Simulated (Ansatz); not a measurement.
SnSe$_{2}$:
Space group P-3m1 (No. 164); a = 3.8016 Å, b = 3.8016 Å, c = 5.8898 Å, α = 90.00°, β = 90.00°, γ = 120.00°

| atom | site | symmetry | x | y | z |
|---|---|---|---|---|---|
| Sn | 1a | -3m. | 0.0000 | 0.0000 | 0.0000 |
| Se | 2d | 3m. | 0.3333 | 0.6667 | 0.2676 |

Relaxed at zero pressure with DFT-LDA in the program Ansatz with PAW potentials.

The volume is raised by 9 % and shape and atoms relax at that volume. What pressure results, and how do the axes share the change?

-1.4 GPa; a 0.3 %, b 0.3 %, c 8.3 %; the energy rises by 13 meV/atom.

Give the new structure.


Space group P-3m1 (No. 164); a = 3.815 Å, b = 3.815 Å, c = 6.376 Å, α = 90.00°, β = 90.00°, γ = 120.00°

| atom | site | symmetry | x | y | z |
|---|---|---|---|---|---|
| Sn | 1a | -3m. | 0.0000 | 0.0000 | 0.0000 |
| Se | 2d | 3m. | 0.3333 | 0.6667 | 0.2472 |

The phase is kept; no other phase was compared at this pressure.

Symmetry was held in the LDA relaxation; of distortions, only those at the zone centre were tested. A crystal of weakly bound layers computed without a dispersion correction: the cell and the soft elastic constants depend strongly on that. Spin–orbit coupling is left out wherever it is not named.

Potentials: the later of the program's two PAW sets.
